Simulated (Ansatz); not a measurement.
Task: Name crystals whose computed values (the program Ansatz at the HSE06 level (PAW)) fall in these windows: gap (eV) 1.1 to 1.5; B₀ by P(V) fit (GPa) 59 to 82.

Result: 

```
crystal                          gap (eV)  B₀ by P(V) fit (GPa)
-------------------------------  --------  --------------------
InP, zinc blende                     1.38                  69.4
GaAs, zinc blende                    1.29                  72.4
Ag2O, Pn-3m (Ag on 4c, O on 2a)      1.11                  72.4
CdS, rock salt                       1.23                  80.8
```
Others may fit too.

Not the usual ambient phase: CdS, rock salt. All cells were relaxed under the symmetry of their starts (and spin orders); stability against distortions was not tested throughout. Rows with no word on spin ran without spin polarisation. Spin–orbit coupling is left out wherever it is not named.

Potentials: the later of the program's two PAW sets.
